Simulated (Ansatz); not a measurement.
TaS$_{2}$:
```yaml
crystal:
  lattice:
    - [3.29093, 0.00000, 0.00000]
    - [-1.64546, 2.85003, 0.00000]
    - [0.00000, 0.00000, 5.72208]
  atoms:
    - { symbol: Ta, position: [0.00000, 0.00000, 0.00000] }
    - { symbol: S, position: [0.33333, 0.66667, 0.26862] }
    - { symbol: S, position: [0.66667, 0.33333, 0.73138] }
```

Relaxed with LDA. Special points in fractions of this cell's reciprocal vectors: Γ (0.000, 0.000, 0.000); M (0.500, 0.000, 0.000); K (0.333, 0.333, 0.000); A (0.000, 0.000, 0.500); L (0.500, 0.000, 0.500); H (0.333, 0.333, 0.500).

Q: List the band energies nearest the Fermi level at these points for LDA with spin–orbit coupling (plane waves, PAW; program Ansatz).

A: In eV from the Fermi level; about four levels below and three above (degenerate sets whole), none deeper than 8.9 eV; points with the same levels are listed once.

```
k                    below                above
-  -----------------------  -------------------
Γ  -0.34 -0.34 -0.19 -0.19  0.24 0.24 0.34 0.34
M  -2.05 -2.05 -0.91 -0.91  2.76 2.76 3.46 3.46
K  -3.67 -3.67 -3.00 -3.00  1.59 1.59 2.10 2.10
A  -0.73 -0.73 -0.60 -0.60  0.17 0.17 0.19 0.19
L  -1.51 -1.51 -1.50 -1.50  2.76 2.76 3.48 3.48
H  -3.47 -3.47 -3.46 -3.46  1.12 1.12 1.31 1.31
```

Space group P-3m1 (CdI2 type). The LDA relaxation kept the symmetry of its start. The run is not spin-polarised. The volume moved by -17 % from the start of the relaxation. A crystal of weakly bound layers computed without a dispersion correction: the cell and the soft elastic constants depend strongly on that. With an odd number of electrons in the cell and no spin polarisation, the count alone makes it a metal.

Potentials: the later of the program's two PAW sets.
